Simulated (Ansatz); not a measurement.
Consider the following.

Nb (bcc, W type)

```yaml
crystal:
  lattice:
    - [-3.30962, 3.30962, 3.30962]
    - [1.65481, -1.65481, 1.65481]
    - [1.65481, 1.65481, -1.65481]
  atoms:
    - { symbol: Nb, position: [0.00000, 0.00000, 0.00000] }
    - { symbol: Nb, position: [0.50000, 0.00000, 0.00000] }
```

The atoms are displaced by Q × the pattern below (from a DFPT mode at N = (0.5, 0.0, 0.0), largest move 1; Q in Å), at fixed cell. (q is in reciprocal vectors of the primitive cell; the cell shown is doubled to hold the pattern.)

| atom | x | y | z |
|---|---|---|---|
| Nb1 | 0.000 | -0.707 | -0.707 |
| Nb2 | 0.000 | 0.707 | 0.707 |

Computed with PBE (plane waves to 420 eV, PAW, scalar-relativistic; Ansatz, a quantum-chemistry and plane-wave program). k mesh 10×20×20 (Γ-centred), Fermi-Dirac smearing 0.05 eV. Energies are smeared free energies. With partly filled bands, energies and forces of such displacements shift with the k mesh and the smearing. Nb is run without spin polarisation. Nb was relaxed with its symmetry unable to fall. ΔE is measured from the undisplaced structure.

The scan covers Q from -0.180 to 0.180 Å in 13 points.

**Question.** Is this a single well or a double well?

**Answer.** A single well with its minimum at or next to zero displacement.

**Question.** Which space group does the distorted structure have?

**Answer.** Cmme (No. 67), lowered from Im-3m.

**Question.** What is the energy change at Q = 0.180 Å?

**Answer.** 418 meV/cell.

**Question.** What harmonic wavenumber does the curvature at Q = 0 give?

**Answer.** 177 cm⁻¹.

(For displaced atoms, the force is minus the slope of the energy, and its curvature is a force constant, which sets phonon frequencies.)
